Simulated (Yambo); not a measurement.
Yambo run on a free-standing AgI monolayer (symmetry P4/nmm, slab cell 16.7 Å high). The wavefunctions are norm-conserving PBEsol (Quantum ESPRESSO, 82 Ry, no spin-orbit coupling) ones on a 4×4×1 mesh (26 occupied bands); a = 4.3236 Å, b = 4.3236 Å, c = 16.7000 Å, α = 90.00°, β = 90.00°, γ = 90.00°.

Yambo input:

```
rim_cut
gw0
dyson
el_el_corr
HF_and_locXC
ppa
em1d
rim_w
RandQpts= 1000000
RandGvec= 2 Ry
CUTGeo= "slab z"
EXXRLvcs= 82 Ry
VXCRLvcs= 328 Ry
Chimod= "HARTREE"
% BndsRnXp
 9 | 166 |
%
NGsBlkXp= 6 Ry
% LongDrXp
 1.0 | 1.0 | 0.0 |
%
RandGvecW= 561 mRy
PPAPntXp= 27.2114 eV
% GbndRnge
 1 | 110 |
%
GTermKind= "none"
DysSolver= "n"
ExtendOut
% QPkrange
 1 | 1 | 26 | 27 |
%
```

k points by index: 1 = Γ.

Resulting energies as the program prints them:

```
#    K-point    Band    Eo [eV]    E [eV]    E-Eo [eV]    Vxc [eV]    Vnlxc [eV]    Sc|Eo [eV]    Sc|E [eV]    dSc/dw|Eo [eV]    Re(Z)    Im(Z)
#
    1    26    0.000000    -0.689012    -0.689012    -15.50203    -18.76704    2.401940    2.576006    -6.872687    0.798356    -0.001942
    1    27    2.065007    3.302456    1.237449    -9.368214    -5.551436    -2.320421    -2.579330    -5.692557    0.826991    -0.001827
```
(The two width columns are left out.) Convergence of these settings isn't established.

Geometry relaxed with PBEsol.

This is a model layer cut from the bulk structure; whether it is stable on its own was not checked.
